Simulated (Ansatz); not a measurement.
Crystals of one structure type (zinc blende) and one family of elements, relaxed and computed with the program Ansatz at the PBEsol level (PAW); HSE06 gaps on those cells.

```tsv
crystal	gap (eV)	HSE06 gap (eV)
GaAs	0.42	1.40
InP	0.56	1.44
BAs	1.08	1.82
GaP	1.45	2.25
GaN	1.70	3.00
AlN	3.19	?
BN	4.29	5.79
```

**Question.** Fit a straight line to E_g(HSE06) against E_g and predict the withheld value.

**Answer.** Least squares on the 6 shown rows: E_g(HSE06) = 1.169 × E_g + (0.766), with a scatter of 0.17. For AlN this gives 4.50. The run itself gave 4.55, a miss of 0.05.

All cells were relaxed under the symmetry of their starts (and spin orders); stability against distortions was not tested throughout. Spin–orbit coupling is left out wherever it is not named.

Potentials: the earlier of the program's two PAW sets. The files were generated under PBE; for other functionals the program regenerates the frozen cores, and for LDA and PBEsol the local potential too.
